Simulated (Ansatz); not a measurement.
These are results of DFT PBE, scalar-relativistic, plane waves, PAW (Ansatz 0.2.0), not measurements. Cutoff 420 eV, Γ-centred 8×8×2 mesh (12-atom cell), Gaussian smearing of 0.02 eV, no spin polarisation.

Energies over the elements count from the elements' standard structures at the same level, with no fitted energy shifts.

Problem. Give a relaxed trial structure of a tetragonal semiconductor with formula ZnCd5S6, with a gap near 1.1 eV, a formation energy near −0.68 eV/atom and a density near 4.54 g/cm³, in a cell of 12 atoms.

Solution. ZnCd5S6, space group P-4m2 (No. 115). Around Zn lie 4 S at 2.40 Å; Cd on a site of symmetry -4m2 is surrounded by 4 S at 2.56 Å; Cd on a site of symmetry 2mm has 4 S at 2.56 Å; around S on its first site lie 4 Cd at 2.56 Å; 3 more sites not described.

```
CELL_PARAMETERS angstrom
4.12028 0.00000 0.00000
0.00000 4.12028 0.00000
0.00000 0.00000 17.64590
ATOMIC_POSITIONS crystal
Zn 0.50000 0.50000 0.50000
Cd 0.00000 0.00000 0.00000
Cd 0.50000 0.50000 0.17182
Cd 0.00000 0.00000 0.34368
Cd 0.00000 0.00000 0.65632
Cd 0.50000 0.50000 0.82818
S 0.50000 0.00000 0.25775
S 0.00000 0.50000 0.42989
S 0.50000 0.00000 0.57011
S 0.00000 0.50000 0.74225
S 0.50000 0.00000 0.91409
S 0.00000 0.50000 0.08591
```

- Volume per atom: 24.96 Å³
- Density: 4.54 g/cm³
- Energy over the elements: −0.676 eV/atom
- Gap on the 8×8×2 mesh of the 12-atom cell: 1.12 eV

It was reached by relaxing an invented guess, and it needn't be the stable form of this composition. The answer needn't be unique; the calculation gave this one.

Kohn–Sham gaps at this level usually fall short of measured ones. The reference form of S is held partly by dispersion forces, which this level lacks. A later test with randomly moved atoms came back to the same energy, though modes that don't fit the test's cell weren't probed.
